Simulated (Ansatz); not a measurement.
# BiTe under strain: 209Bi nuclear quadrupole resonance

Cell: an entry of the Crystallography Open Database (COD), relaxed with PBE at fixed cell and then changed (z stretched by 3 %, ions relaxed).

```yaml
crystal:
  lattice:
    - [0.00000, 3.23500, 3.33205]
    - [3.23500, 0.00000, 3.33205]
    - [3.23500, 3.23500, 0.00000]
  atoms:
    - { symbol: Bi, position: [0.00000, 0.00000, 0.00000] }
    - { symbol: Te, position: [0.50000, 0.50000, 0.50000] }
```

Sites (sets of like atoms) are named by element and the number of their first atom in this list.

The numbers come from a DFT calculation in Ansatz (PBE, plane waves and PAW, scalar-relativistic, 420 eV cutoff, Γ-centred 13×13×13 k-points, Fermi–Dirac smearing 0.05 eV).

209Bi: I = 9/2, Q = -516.0 mb (year-2017 value). Static lattice, zero field.

Question: Predict the zero-field 209Bi lines of each site.

Answer: For I = 9/2 and η = 0 the lines are |C_Q|/24 times 1, 2, 3 and 4; η shifts the lowest up most.

| site | atoms | V_zz (10²¹ V/m²) | C_Q (MHz) | η | line frequencies (MHz) |
| --- | --- | --- | --- | --- | --- |
| Bi | 1 | -5.83 | 72.7 | 0.00 | 3.03, 6.06, 9.09, 12.1 |

An axis of threefold or higher order runs through Bi, so V_zz lies along it and η is zero.

The run finds no gap above 0.1 eV (a metal, or nearly one), so the gradients can move by 10 % or more with the k-mesh. Spin–orbit coupling is left out, which shifts gradients on Bi by a few per cent in wide-gap crystals, and can shift them far more where the calculated gap is small or absent, as here. Newer work puts Q(²⁰⁹Bi) near −420 mb, which would lower these couplings by about a fifth.

The relaxation (1 step) took 16 s of wall time (15 s of CPU time) and 0.62 GiB at its peak, on 1 thread of Intel Xeon Platinum 8488C (Sapphire Rapids) (x86_64; 16 cores open to the job, memory cap 3.0 GiB, no GPU), a shared host with a load of 0.3 a core.
